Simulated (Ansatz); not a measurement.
**Profile along the Co–Co line in Co (hcp, Mg type)**

Co (hcp, Mg type)

```xyz
2
Lattice="2.4939 0.0000 0.0000 -1.2470 2.1598 0.0000 0.0000 0.0000 4.0317" Properties=species:S:1:pos:R:3 pbc="T T T"
Co     0.0000     1.4399     3.0238
Co     1.2470     0.7199     1.0079
```

Fields along a shortest Co–Co line of a (0001) plane (2.49 Å), from Co to Co, interpolated on the slice's grid (step about 0.2 Å). Method: PBE (plane waves to 420 eV, PAW, scalar-relativistic; Ansatz, a program for electronic structure). k mesh 21×21×12. These are valence fields of a PAW run, semicore shells included where kept as valence: close to a nucleus they are smooth pseudo fields. Co was relaxed with its symmetry unable to fall. Relaxed Co ends ferromagnetic. The PAW data are Ansatz's earlier set. The magnetic order is the one the run started from; other orders were not tried.

| distance from Co (Å) | valence electron density (e/Å³) | spin density, up minus down (e/Å³) | electron localisation function | ELF of the up spins | ELF of the down spins |
|---|---|---|---|---|---|
| 0.00 | 53.27 | 6.60 | x | x | x |
| 0.25 | 30.73 | 3.70 | x | x | x |
| 0.50 | 7.38 | 0.80 | x | x | x |
| 0.75 | 1.39 | 0.16 | 0.24 | 0.26 | 0.21 |
| 1.00 | 0.46 | 0.02 | 0.20 | 0.18 | 0.20 |
| 1.25 | 0.33 | -0.01 | 0.26 | 0.20 | 0.35 |
| 1.49 | 0.46 | 0.02 | 0.20 | 0.18 | 0.20 |
| 1.74 | 1.39 | 0.16 | 0.24 | 0.26 | 0.21 |
| 1.99 | 7.38 | 0.80 | x | x | x |
| 2.24 | 30.73 | 3.70 | x | x | x |
| 2.49 | 53.27 | 6.60 | x | x | x |

x: too close to a nucleus for the ELF to mean much.

Density on the Co–Co line (2.49 Å) at its midpoint: 0.33 e/Å³. ELF at that point: 0.26.
